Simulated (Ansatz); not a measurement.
Data:

TiRh (CsCl type, Pm-3m), a = b = c = 3.044 Å, α = β = γ = 90.00°.

This is the LDA-relaxed structure.

All from DFT-LDA in the program Ansatz with PAW potentials, unless another level is named. Give the formation energy from the elements (no fitted shifts).

-0.72 eV/atom.

Predict the density of states at the Fermi level.

1.4 states/eV per atom (mean over ±0.08 eV).

The first step of the workflow began from a Materials Project structure, measured or hypothetical; the Crystallography Open Database copy checked does not list it. COD files the formula under space group No. 123. Its standing as an ambient phase is unchecked. The LDA relaxation kept the symmetry of its start. At this level the phase is mechanically unstable. The run is not spin-polarised. The references are the lowest solids computed at this level, not always the standard phases. Spin–orbit coupling is left out wherever it is not named.

Potentials: the later of the program's two PAW sets.
